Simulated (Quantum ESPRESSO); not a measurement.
# Pd4RuZnCuGa: different elements on one site, starting from this cell

Simulated, not a measurement. The program is pw.x of Quantum ESPRESSO 7.5 (plane-wave density functional theory). The cell is made up: eight metal atoms on a face-centred cubic lattice, with elements, volume, strain and displacements drawn at random and not relaxed, so it may be unstable or far from any real phase. PseudoDojo standard norm-conserving files set the functional (PBE unless stated); there is no spin polarisation or spin-orbit coupling, the Fermi-Dirac width of 0.25 eV means electrons at about 2900 K, and the masses in the input are unused placeholders. The copper pseudopotential is less sure than most, with forces differing by about three percent and pressure by about two GPa from a second method on plain copper. Heavy elements are run without spin-orbit coupling, which real alloys of them have. A spin test at this wide smearing found no moment, but such smearing suppresses magnetism that the real alloy may have.

The runs put different elements on site 3. Cell, positions, cutoff, mesh and smearing stay as in the input of run 1; sites are counted in its order. Stress in the tables is positive in tension.

Input of run 1:

```
&control calculation='scf', pseudo_dir='./dojo.nc.sr.pbe.v0_5.standard.upf', outdir='./o', disk_io='minimal', tprnfor=.true., tstress=.true. /
&system ibrav=0, nat=8, ntyp=5, nbnd=84, ecutwfc=92.02030273, nosym=.true., tot_charge=0,
 occupations='smearing', smearing='fd', degauss=0.0183746611
/
&electrons conv_thr=1.470e-08, electron_maxstep=70, mixing_beta=0.5 /
ATOMIC_SPECIES
Cu 1.0 Cu.upf
Ga 1.0 Ga.upf
Pd 1.0 Pd.upf
Ru 1.0 Ru.upf
Zn 1.0 Zn.upf
CELL_PARAMETERS angstrom
0.0376 -1.9638 -1.9861
-5.8418 -1.9237 0.0726
-1.8815 3.8679 -5.861
ATOMIC_POSITIONS angstrom
Pd 0.0099 -0.0026 -0.1211
Pd -1.8363 1.7857 -3.9113
Ru -1.995 -0.0305 -1.9802
Pd -3.8819 2.018 -5.7389
Zn -3.7814 -0.0366 -3.9836
Cu -3.8758 -1.9793 -1.906
Pd -5.7222 -0.0026 -5.8846
Ga -5.8841 -1.9608 -3.7641
K_POINTS automatic
9 4 3 1 1 1
```

```
run  elements on sites 1 to 8  -TS (eV)  pressure (GPa)  stress xx (GPa)  stress yy (GPa)  stress zz (GPa)  stress yz (GPa)  stress xz (GPa)  stress xy (GPa)  iterations
  1   Pd Pd Ru Pd Zn Cu Pd Ga    -1.355           -1.94             1.98             1.80             2.05            -0.53             0.31            -1.17          18
  2   Pd Pd Al Pd Zn Cu Pd Ga    -0.873           -0.54            -0.06             0.43             1.26            -4.03             1.80            -2.05          16
  3   Pd Pd Cu Pd Zn Cu Pd Ga    -0.914           -3.81             3.49             3.77             4.17            -1.92             1.06            -1.61          19
  4   Pd Pd Ti Pd Zn Cu Pd Ga    -1.098            0.99            -2.14            -0.70            -0.12            -3.12             0.66            -1.40          21
  5   Pd Pd Pt Pd Zn Cu Pd Ga    -1.044            0.35             0.56            -0.75            -0.85            -0.82             0.76            -1.40          18
```

Forces Fx Fy Fz (eV/Å):

| site | run 1 | run 2 | run 3 | run 4 | run 5 |
| --- | --- | --- | --- | --- | --- |
| 1 | -0.17 0.29 0.16 | -0.65 0.59 -0.25 | -0.31 0.45 -0.08 | -0.32 0.38 -0.01 | 0.25 0.14 0.32 |
| 2 | 0.00 0.70 -0.20 | -0.03 0.01 0.52 | 0.02 0.22 0.29 | -0.12 0.20 0.27 | 0.14 0.92 -0.44 |
| 3 | -0.13 -0.56 0.57 | -0.09 -1.00 1.03 | -0.21 -0.40 0.44 | 0.08 -0.86 1.06 | -0.64 -0.55 0.53 |
| 4 | 0.45 0.04 -0.87 | 0.39 0.20 -1.07 | 0.44 0.11 -1.00 | 0.42 0.28 -1.11 | 0.45 -0.14 -0.70 |
| 5 | -0.14 -0.03 0.00 | -0.47 0.23 -0.24 | 0.01 0.04 -0.05 | -0.81 0.23 -0.24 | -0.10 0.06 -0.09 |
| 6 | 0.13 0.39 -0.36 | 0.09 0.41 -0.37 | 0.06 0.37 -0.31 | -0.10 0.30 -0.33 | -0.01 0.29 -0.25 |
| 7 | -0.10 -0.65 0.81 | -0.11 -0.70 0.89 | -0.13 -0.66 0.83 | -0.11 -0.72 0.88 | -0.12 -0.64 0.80 |
| 8 | -0.04 -0.18 -0.10 | 0.86 0.25 -0.51 | 0.11 -0.13 -0.12 | 0.97 0.19 -0.53 | 0.03 -0.09 -0.17 |

Energies are left out, as each element's file has its own zero. A rerun of one cell of this series at a higher cutoff and on a denser mesh moved values by no more than 0.009 eV in energy, 0.15 GPa in stress and 0.011 eV/Å in force, and a second program with other atomic files agreed on that cell to 2 % rms in force and 0.5 GPa in pressure.